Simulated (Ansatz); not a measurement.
**Telling polymorphs of HfCrAgS₄ apart by Hf-177**

Computed with Ansatz: DFT, r2SCAN, plane waves and PAW, scalar-relativistic, 500 eV cutoff. Q(Hf-177) = 3365 mb, I = 7/2. The cells come from the Materials Project (computed, not necessarily observed phases), with the atoms as given. Forces reach 0.2 eV/Å in them. Spin–orbit coupling is left out, which moves gradients at and beside heavy atoms (Hf) by some per cent and at some sites by far more.

**Question.** Rank the structures by their largest Hf-177 |C_Q|, smallest first.
A.
HfCrAgS4
Space group P2 (No. 3); a = 6.1704, b = 7.1316, c = 6.5532 Å, β = 91.45°.

```csv
site,Wyckoff,site symmetry,x,y,z
Hf1,1b,2,0.0000,0.2393,0.5000
Hf2,1d,2,0.5000,0.5121,0.5000
Cr3,1b,2,0.0000,0.7506,0.5000
Cr4,1d,2,0.5000,0.0002,0.5000
Ag5,1c,2,0.5000,0.9960,0.0000
Ag6,1c,2,0.5000,0.5036,0.0000
S7,2e,1,0.8202,0.9871,0.2908
S8,2e,1,0.8362,0.5071,0.2810
S9,2e,1,0.3343,0.2425,0.2778
S10,2e,1,0.3184,0.7624,0.2865
```
B.
HfCrAgS4
```cif
data_HfCrAgS4
_symmetry_space_group_name_H-M 'P2/m'
_symmetry_Int_Tables_number 10
_cell_length_a 6.1004
_cell_length_b 3.6106
_cell_length_c 12.9314
_cell_angle_alpha 90.000
_cell_angle_beta 91.187
_cell_angle_gamma 90.000
loop_
_atom_site_label
_atom_site_type_symbol
_atom_site_symmetry_multiplicity
_atom_site_Wyckoff_symbol
_atom_site_fract_x
_atom_site_fract_y
_atom_site_fract_z
Hf Hf 2 n 0.5126 0.5000 0.7468
Cr Cr 2 m 0.0142 0.0000 0.2452
Ag5 Ag 1 e 0.5000 0.5000 0.0000
Ag6 Ag 1 c 0.0000 0.0000 0.5000
S7 S 2 n 0.1530 0.5000 0.1382
S9 S 2 m 0.6659 0.0000 0.6333
S11 S 2 m 0.6750 0.0000 0.1425
S13 S 2 n 0.1409 0.5000 0.6500
```
C.
HfCrAgS4
```cif
data_HfCrAgS4
_symmetry_space_group_name_H-M 'Imma'
_symmetry_Int_Tables_number 74
_cell_length_a 7.4275
_cell_length_b 7.4335
_cell_length_c 10.4295
_cell_angle_alpha 90.000
_cell_angle_beta 90.000
_cell_angle_gamma 90.000
loop_
_atom_site_label
_atom_site_type_symbol
_atom_site_symmetry_multiplicity
_atom_site_Wyckoff_symbol
_atom_site_fract_x
_atom_site_fract_y
_atom_site_fract_z
Hf Hf 4 a 0.0000 0.0000 0.0000
Cr Cr 4 d 0.2500 0.2500 0.7500
Ag Ag 4 e 0.5000 0.2500 0.1296
S7 S 8 i 0.2656 0.7500 0.4840
S9 S 8 h 0.5000 0.4661 0.7429
```

**Answer.** A (401 MHz), B (494 MHz), C (862 MHz).

In HfCrAgS4 (Imma) small gradients can still move by 0.1 × 10²¹ V/m² or more with the k-mesh.

The crystals are a selection from a larger pool of database entries, not a random sample of it.
